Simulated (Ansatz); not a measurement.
LiGeN:
```yaml
crystal:
  lattice:
    - [2.98692, 0.00000, 0.00000]
    - [-1.49346, 2.58675, 0.00000]
    - [0.00000, 0.00000, 9.35380]
  atoms:
    - { symbol: Li, position: [0.66667, 0.33333, 0.74324] }
    - { symbol: Li, position: [0.33333, 0.66667, 0.24324] }
    - { symbol: Ge, position: [0.00000, 0.00000, 0.49881] }
    - { symbol: Ge, position: [0.00000, 0.00000, 0.99881] }
    - { symbol: N, position: [0.33333, 0.66667, 0.60259] }
    - { symbol: N, position: [0.66667, 0.33333, 0.10259] }
```

Relaxed with r²SCAN.

Task: Map the electron localisation function on the plane through (0.667, 0.333, 0.743) spanned by u = [0, 0, 1] and v = [1, -1, 0] in lattice vectors, from r²SCAN (plane waves, PAW; program Ansatz).

Result: x is the fraction of u, y of v (the angle between them is 90°; rows are the nearest grid lines); atoms in the plane: Li at (0.00, 0.00), Li at (0.50, 0.67), Ge at (0.76, 0.33), Ge at (0.26, 0.33), N at (0.86, 0.67), N at (0.36, 0.00).
```
|@@%  ....:=*#=.:#%%%:...........     *@@|
|@@#  ....:=*#+:-#%%#:..............  =@@|
|@%:  ....:=*##**%%%#.....::......... .*@|
|:.  .....:-+###%%%#+....:::..::--==-. .:|
|.  ..::::::-=++*+=.    .....:-+*###%#*-.|
|-....:::...::---:. .-  .....:-*####%%%*-|
|=:............... .%@-  ....:=*#*+*%%%#=|
|+:............    +@@#  ....:=*#+.:#%%#+|
|+:...........     *@@%  ....:=*#=.:#%%#+|
|+:...::::.......  -@@+  ....:=*#*-=%%%#+|
|=...:----::......  =*. .:::::=*%%##%%%#=|
|:..:=+**+--:::...      -+++=--+#%%%%%#+:|
|..:*%%%*+=-:::::...  :*%%%*+-::-=+*+=-:.|
|..=#@@#*=:..::::... .=#@@#*=:..:----:...|
|.:+%@@#+-.  .:::... :+%@@#+-.  .::::....|
|.:+%@@#+: -  :::... :+%@@#+: -  :::... .|
|.:+%@@#+: . .:::... :+%@@#+: . .:::... .|
|..+%@@#*-.  .::::....+%@@#*-.  .:::... .|
| .-#%@%*=:..:--=--:..-#%@%*=-..::::...  |
|  .+%%%*+---=+***+=:.:+#%%*+=--::::..   |
|:.  :===--=+#%%%%%#*..:-+++=-:::....  .:|
|@%: ..::::=*%#*#%%%#...::--:::.....  .#@|
|@@#  ....:=*#+:-#%%#:....:........   =@@|
|@@%  ....:=*#=.:#%%%:...........     *@@|
```
Scale: ten equal steps from -0.065 (start of ' ') to 0.998 (end of '@'), in the order ' .:-=+*#%@'; x runs from 0.000 to 1.00, y from 0.000 (bottom) to 1.00 (top).

The density is the valence pseudo-density with augmentation charge, so density and ELF within about 1 Å of a nucleus are not all-electron values.

Space group P6_3mc. The workflow started from a Materials Project entry (that database holds measured and hypothetical structures alike); the Crystallography Open Database copy checked does not list it. Whether it is the stable phase at ambient conditions was not checked. The r²SCAN relaxation kept the symmetry of its start; whether a distortion lowers the energy is not shown.

Potentials: the later of the program's two PAW sets.
